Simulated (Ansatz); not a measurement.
Mg₂Sn:
```cif
data_Mg8Sn4
_chemical_formula_sum 'Mg8 Sn4'
_space_group_name_H-M_alt 'C2/m'
_space_group_IT_number 12
_space_group_name_Hall '-C 2y'
_cell_length_a 11.57188
_cell_length_b 3.30252
_cell_length_c 7.92967
_cell_angle_alpha 90.000
_cell_angle_beta 112.744
_cell_angle_gamma 90.000
loop_
_atom_site_label
_atom_site_type_symbol
_atom_site_symmetry_multiplicity
_atom_site_Wyckoff_symbol
_atom_site_fract_x
_atom_site_fract_y
_atom_site_fract_z
_atom_site_occupancy
Mg1 Mg 4 i 0.13522 0.00000 0.02704 1
Mg2 Mg 4 i 0.06097 0.50000 0.32286 1
Sn1 Sn 4 i 0.17093 0.00000 0.67450 1
```
(The calculation used a cell of 6 atoms; values per cell refer to that cell.)

Relaxed with PBEsol.

**Question.** Which orbitals make up the states near the Fermi level in PBEsol (plane waves, PAW; program Ansatz)?

**Answer.** Within 0.5 eV of the Fermi level: Sn 5p 43 %, Mg 3s 28 %, outside the projected shells 25 %. Projections are on Löwdin-orthogonalised atomic valence shells; empty p or d shells of many metals are not among them.

**Question.** Tabulate the density of states.

**Answer.** States/eV per cell of 6 atoms, in 0.25 eV bins, energy from the Fermi level.

```csv
E (eV),total,Sn 5p,Mg 3s,Sn 5s
-7.85,1.23,0.20,0.17,0.85
-7.60,1.08,0.19,0.14,0.74
-7.35,1.00,0.17,0.12,0.70
-7.10,0.99,0.16,0.10,0.71
-6.85,1.14,0.14,0.10,0.88
-6.60,0.96,0.10,0.07,0.77
-6.35,0.57,0.07,0.04,0.46
-6.10,1.02,0.08,0.09,0.83
-5.85,0.45,0.15,0.26,0.03
-5.60,0.63,0.22,0.38,0.03
-5.35,0.78,0.29,0.43,0.05
-5.10,1.25,0.53,0.61,0.09
-4.85,1.30,0.55,0.61,0.11
-4.60,1.22,0.54,0.55,0.09
-4.35,1.68,0.89,0.64,0.11
-4.10,2.08,1.17,0.71,0.15
-3.85,2.09,1.16,0.68,0.17
-3.60,2.60,1.55,0.73,0.21
-3.35,2.49,1.44,0.69,0.24
-3.10,2.23,1.27,0.61,0.22
-2.85,2.17,1.31,0.53,0.19
-2.60,2.49,1.54,0.58,0.17
-2.35,2.55,1.61,0.57,0.16
-2.10,2.58,1.63,0.54,0.15
-1.85,2.90,1.85,0.56,0.16
-1.60,2.51,1.59,0.48,0.12
-1.35,2.53,1.59,0.46,0.12
-1.10,2.19,1.29,0.42,0.13
-0.85,2.52,1.49,0.47,0.15
-0.60,2.46,1.37,0.52,0.16
-0.35,2.29,1.10,0.61,0.12
-0.10,2.19,0.99,0.60,0.12
0.15,2.81,1.12,0.78,0.13
0.40,2.71,1.00,0.78,0.10
0.65,2.56,0.87,0.73,0.08
0.90,2.56,0.81,0.75,0.08
1.15,2.92,0.91,0.82,0.10
1.40,3.20,0.92,0.91,0.10
1.65,2.88,0.78,0.81,0.07
1.90,3.05,0.78,0.80,0.06
2.15,3.21,0.81,0.76,0.06
2.40,3.11,0.81,0.67,0.06
2.65,2.67,0.62,0.55,0.05
2.90,2.72,0.54,0.55,0.05
3.15,2.96,0.56,0.54,0.04
3.40,3.21,0.64,0.49,0.04
3.65,3.54,0.63,0.44,0.04
3.90,3.77,0.62,0.40,0.04
4.15,3.72,0.56,0.37,0.03
4.40,3.68,0.55,0.37,0.03
4.65,3.72,0.55,0.36,0.03
```

The workflow started from a Materials Project entry (that database holds measured and hypothetical structures alike); the Crystallography Open Database copy checked does not list it. COD files the formula under space group No. 225, 227, so this cell is another polymorph or a model. Whether it is the stable phase at ambient conditions was not checked. Symmetry was held in the PBEsol relaxation; whether a distortion lowers the energy is not shown. Spin–orbit coupling is left out wherever it is not named.

Potentials: the later of the program's two PAW sets.
